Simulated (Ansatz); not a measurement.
# Lattice vibrations of AlGa$_{3}$As$_{4}$ at Γ

Theory: Ansatz, DFT LDA, scalar-relativistic, plane waves, PAW. Cutoff 420 eV, 6×6×6 k-points (Γ-centred), fixed occupations. No spin polarisation. Phonons by linear response, acoustic sum rule imposed.

Equilibrium structure at this level:
```
Al Ga As
1.0
     5.61037    0.00000    0.00000
     0.00000    5.61037    0.00000
     0.00000    0.00000    5.61037
Al Ga As
1 3 4
Direct
  0.00000 0.00000 0.00000
  0.50000 0.50000 0.00000
  0.50000 0.00000 0.50000
  0.00000 0.50000 0.50000
  0.74980 0.74980 0.25020
  0.74980 0.25020 0.74980
  0.25020 0.74980 0.74980
  0.25020 0.25020 0.25020
```

The cell was built by swapping an element in a database structure (itself possibly hypothetical) and relaxing; it need not be the stable form of this composition. The run warned that the response to a field isn't converged on this k mesh, and the frequencies, which stand on the same mesh, can be rough too.

Optical modes at Γ (transverse, no macroscopic field); i marks an imaginary frequency:
| frequency (meV) | degeneracy | IR intensity of the level ((D/Å)²/amu) |
| --- | --- | --- |
| 9.2 | 3 | 0.00 |
| 10.6 | 3 | 0.03 |
| 26.9 | 2 | 0.00 |
| 27.6 | 1 | 0.00 |
| 30.0 | 3 | 0.29 |
| 31.1 | 3 | 0.00 |
| 32.2 | 3 | 22.42 |
| 44.8 | 3 | 16.97 |

All 21 optical modes at Γ are real: no displacement of atoms at fixed cell lowers the energy to second order. Strains and modes at other wave vectors aren't tested by this run.

| Quantity | Value |
| --- | --- |
| Electronic dielectric constant ε∞ (principal values) | 12.75 |
| Static dielectric constant ε0 (principal values) | 14.7 |
| Refractive index √ε∞, mean | 3.57 |
| Kohn–Sham gap on the mesh | 0.81 eV |
| Cost | 6.2 min on 4 threads of Arm Neoverse V1 (shared host), peak memory 4.8 GiB |

Born effective charges (e):
```tsv
atom	Z*xx	Z*yy	Z*zz	mean
Al (atom 1)	1.97	1.97	1.97	1.97
Ga (atom 2)	2.12	2.12	2.16	2.14
As (atom 5)	-2.09	-2.09	-2.09	-2.09
```